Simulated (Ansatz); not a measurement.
With plane-wave PAW LDA (Ansatz code), Sn in the β-Sn type structure (I4_1/amd) relaxes to a = 5.806 Å, c = 3.106 Å.

Electronic character: metallic (no gap).

The LDA relaxation kept the symmetry of its start. Axis ratios of metals converge slowly with the k-mesh, so a and c are less sure than the volume. Scalar-relativistic: spin–orbit coupling is off unless named, which matters more the heavier the elements.

Potentials: the earlier of the program's two PAW sets.
